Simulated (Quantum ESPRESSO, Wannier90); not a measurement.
**BiClO (P4/nmm), plane waves to Wannier functions**

```xyz
6
Lattice="3.8934 0.0000 0.0000 0.0000 3.8934 0.0000 0.0000 0.0000 7.4932" Properties=species:S:1:pos:R:3 pbc="T T T"
Bi     0.0000     1.9467    -1.2566
Bi     1.9467     0.0000     1.2566
Cl     1.9467     0.0000    -2.5958
Cl     0.0000     1.9467     2.5958
O      0.0000     0.0000     0.0000
O      1.9467     1.9467     0.0000
```

Cell from Materials Project (mp-22939), symmetrised, no further relaxation. COD (Crystallography Open Database) has an entry of this formula and space group (matched by these alone). Level: PBEsol, spinors with spin-orbit coupling; pw.x of Quantum ESPRESSO at 68 Ry with PseudoDojo potentials, 4×4×4 k-points, Wannier90. Density: 8×8×4 mesh, cold smearing 0.01 Ry.

Bands 25-28 form an isolated set from -13.80 to -13.01 eV relative to the valence-band maximum (on the path) and are turned into 4 Wannier functions by minimising the spread from the start: atomic waves Cl 3s.

Centres (Cartesian, Å; one of the equivalent choices) and spreads:

| n | x | y | z | spread (Å²) | nearest atom |
|---|---|---|---|---|---|
| 1 | 1.947 | 0.000 | -2.516 | 1.061 | Cl3 |
| 2 | 1.947 | 0.000 | -2.516 | 1.061 | Cl3 |
| 3 | 0.000 | 1.947 | 2.516 | 1.061 | Cl4 |
| 4 | 0.000 | 1.947 | 2.516 | 1.061 | Cl4 |

Ω_I = 4.24 Å², Ω_total = 4.24 Å²; the interpolated bands follow pw.x to 0.5 meV rms on the path. Only this start was tried; a symmetric start can stop on a saddle, and mixtures of these functions could lower the total by at most Ω_total − Ω_I.
